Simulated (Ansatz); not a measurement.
An elastic tensor (GPa, Voigt order, standard axes) from PBEsol in the plane-wave PAW code Ansatz:

```
 186   6.2   6.2   0.0   0.0   0.0
 6.2   186   6.2   0.0   0.0   0.0
 6.2   6.2   186   0.0   0.0   0.0
 0.0   0.0   0.0  30.3   0.0   0.0
 0.0   0.0   0.0   0.0  30.3   0.0
 0.0   0.0   0.0   0.0   0.0  30.3
```

**Question.** Which compound is it?
A. W, A15 (β-W type)
B. Si3N4, I-43d (N on 16c, Si on 12b)
C. GeSe, rock salt
D. Au, fcc (Cu type)

**Answer.** C, GeSe, rock salt

Space group Fm-3m (rock salt). The first step of the workflow began from a Materials Project structure, measured or hypothetical; the Crystallography Open Database copy checked does not list it. It is not the phase usual at ambient conditions (space group No. 62). The PBEsol relaxation kept the symmetry of its start. At this level the phase is dynamically unstable (imaginary phonons). As this level gives no gap, shear constants depend on the k-mesh and smearing (Fermi–Dirac, 0.1 eV here).

Potentials: the earlier of the program's two PAW sets.
